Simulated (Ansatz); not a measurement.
## Fields on a plane of Ir (fcc, Cu type)

```xyz
1
Lattice="0.0000 1.9152 1.9152 1.9152 0.0000 1.9152 1.9152 1.9152 0.0000" Properties=species:S:1:pos:R:3 pbc="T T T"
Ir     0.0000     0.0000     0.0000
```

The slice is a {100} plane (indices of the conventional cell) through the point (0.000, 0.000, 0.000) (fractional), spanned by u = [100] and v = [0 1 -1] in vectors of this cell: u (2.71 Å) and v (2.71 Å, at 90° to u). It covers one period; positions are fractions (u, v).

Atoms on it: Ir at (0.00, 0.00).

These are PBEsol (plane waves to 420 eV, PAW, scalar-relativistic; Ansatz, a first-principles code) values and carry that method's errors. k mesh 21×21×21. These are valence fields of a PAW run, semicore shells included where kept as valence: close to a nucleus they are smooth pseudo fields. Ir is run without spin polarisation. Ir was relaxed with its symmetry unable to fall. Spin-orbit coupling is left out, though Ir is heavy.

```
|xxxxxxxxxxxx001232100xxxxxxxxxxx|
|xxxxxxxxxxxx001232100xxxxxxxxxxx|
|xxxxxxxxxxxx002333200xxxxxxxxxxx|
|xxxxxxxxxxxx002343200xxxxxxxxxxx|
|xxxxxxxxxxx00134543100xxxxxxxxxx|
|xxxxxxxxxxx00245554200xxxxxxxxxx|
|xxxxxxxxxx0013566653100xxxxxxxxx|
|xxxxxxxxx001356676653100xxxxxxxx|
|xxxxxxxx00034677777643000xxxxxxx|
|xxxxxxx0002467788877642000xxxxxx|
|xxxxx00013457788888775431000xxxx|
|00000001346778899988776431000000|
|00000123567788999998877653210000|
|01122345677889999999887765432211|
|22233456678899999999988766543322|
|33334556778899999999988776554333|
|22233456678899999999988766543322|
|01122345677889999999887765432211|
|00000123567788999998877653210000|
|00000001346778899988776431000000|
|xxxxx00013457788888775431000xxxx|
|xxxxxxx0002467788877642000xxxxxx|
|xxxxxxxx00034677777643000xxxxxxx|
|xxxxxxxxx001356676653100xxxxxxxx|
|xxxxxxxxxx0013566653100xxxxxxxxx|
|xxxxxxxxxxx00245554200xxxxxxxxxx|
|xxxxxxxxxxx00134543100xxxxxxxxxx|
|xxxxxxxxxxxx002343200xxxxxxxxxxx|
|xxxxxxxxxxxx002333200xxxxxxxxxxx|
|xxxxxxxxxxxx001232100xxxxxxxxxxx|
|xxxxxxxxxxxx001232100xxxxxxxxxxx|
|xxxxxxxxxxxx000232000xxxxxxxxxxx|
```
Scale: ten equal steps from 8.00 (start of '0') to 16.34 (end of '9'), in the order '0123456789'. Values: electrostatic potential energy of an electron, from the cell's mean, in eV. The map has 32 points along u (one character each, u = 0 at the left) and 32 along v (v = 0 in the bottom row). Points within 1 Å of a nucleus are blanked (x), as the pseudised field means little there. Values under 8 eV are set to 8. The zero, the cell's mean, hangs on the PAW cores.

```
|xxxxxx@@%*+-::-----::-+*%@@xxxxx|
|xxxxxx@@%*=-::-----::-=*%@@xxxxx|
|xxxxxx@@#*=-:::---:::-=*#@@xxxxx|
|xxxxx@@%#+=-:::---:::-=+#%@@xxxx|
|xxxx@@@%*+-:::::-:::::-+*%@@@xxx|
|@@@@@@%#*=-:::::::::::-=*#%@@@@@|
|@@@@%%#*+-:::::::::::::-+*#%%@@@|
|%%%##**+=-::...:::...::-=+**##%%|
|****++=--::...........::--=++***|
|++===--:::.............:::--===+|
|-----::::......   ......::::----|
|::::::::.....       .....:::::::|
|::::::::....         ....:::::::|
|---:::::....         ....:::::--|
|-----::::..           ..::::----|
|------:::..           ..:::-----|
|-----::::..           ..::::----|
|---:::::....         ....:::::--|
|::::::::....         ....:::::::|
|::::::::.....       .....:::::::|
|-----::::......   ......::::----|
|++===--:::.............:::--===+|
|****++=--::...........::--=++***|
|%%%##**+=-::...:::...::-=+**##%%|
|@@@@%%#*+-:::::::::::::-+*#%%@@@|
|@@@@@@%#*=-:::::::::::-=*#%@@@@@|
|xxxx@@@%*+-:::::-:::::-+*%@@@xxx|
|xxxxx@@%#+=-:::---:::-=+#%@@xxxx|
|xxxxxx@@#*=-:::---:::-=*#@@xxxxx|
|xxxxxx@@%*=-::-----::-=*%@@xxxxx|
|xxxxxx@@%*+-::-----::-+*%@@xxxxx|
|xxxxxx@@%*+-::-----::-+*%@@xxxxx|
```
Scale: ten equal steps from 0.15 (start of ' ') to 0.70 (end of '@'), in the order ' .:-=+*#%@'. Values: electron localisation function (ELF). The map has 32 points along u (one character each, u = 0 at the left) and 32 along v (v = 0 in the bottom row). Points within 0.5 Å of a nucleus are blanked (x), as the pseudised field means little there.

Density on the Ir–Ir line (2.71 Å) at its midpoint: 0.46 e/Å³
ELF at that point: 0.37
